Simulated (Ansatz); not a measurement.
TlAgTe2: levels along high-symmetry lines

```
Tl Ag Te
1.0
    -1.96000    1.96000    7.61000
     1.96000   -1.96000    7.61000
     1.96000    1.96000   -7.61000
Tl Ag Te
1 1 2
Direct
  0.00000 0.00000 0.00000
  0.75000 0.25000 0.50000
  0.36900 0.36900 0.00000
  0.63100 0.63100 0.00000
```

Atoms are numbered in the order listed.

The cell is COD entry 1509558, as deposited and not checked against the literature; nothing was relaxed.

No spin–orbit coupling, which matters for the heavy atoms here.

The calculation used Ansatz 0.2.0, DFT, LDA, all-electron LAPW, scalar-relativistic.

The runs use a Γ-centred 13×13×13 k mesh, Fermi–Dirac smearing of 0.05 eV, basis error target 0.5 meV/atom, no spin polarisation.

Points in fractions of the reciprocal vectors of this cell: Γ (0, 0, 0), X (0, 0, 0.5), P (0.25, 0.25, 0.25), N (0, 0.5, 0), M (0.5, 0.5, -0.5), S (0.267, 0.733, -0.267), S0 (-0.267, 0.267, 0.267). The path runs Γ–X–P–N–Γ–M–S–S0–Γ. Energies are in eV from the Fermi level; (×n) counts levels within 4 meV of each other, which need not be degenerate by symmetry.

**Question.** List the levels at M between -8 and 6 eV.

**Answer.** -6.27, -4.83 (×2), -4.70, -4.06, -4.01, -3.08, -0.83 (×2), 0.15, 0.93 (×2), 2.42, 4.98 (×2), 5.15, 5.22.

**Question.** List the levels at P between -8 and 6 eV.

**Answer.** -5.23, -4.77, -4.59, -4.44, -4.24, -4.17, -3.14, -3.10, -2.36, -1.97, -1.60, -0.71, 1.51, 1.87, 2.20, 5.30, 5.76, 5.86.

**Question.** List the levels at N between -8 and 6 eV.

**Answer.** -6.44, -4.94, -4.76, -4.53, -4.50, -4.21, -3.72, -2.35, -2.10, -0.05, 0.59, 0.71, 2.40, 4.31, 5.00, 5.51.

**Question.** What is the band gap?

**Answer.** none: bands cross the Fermi level, a metal.
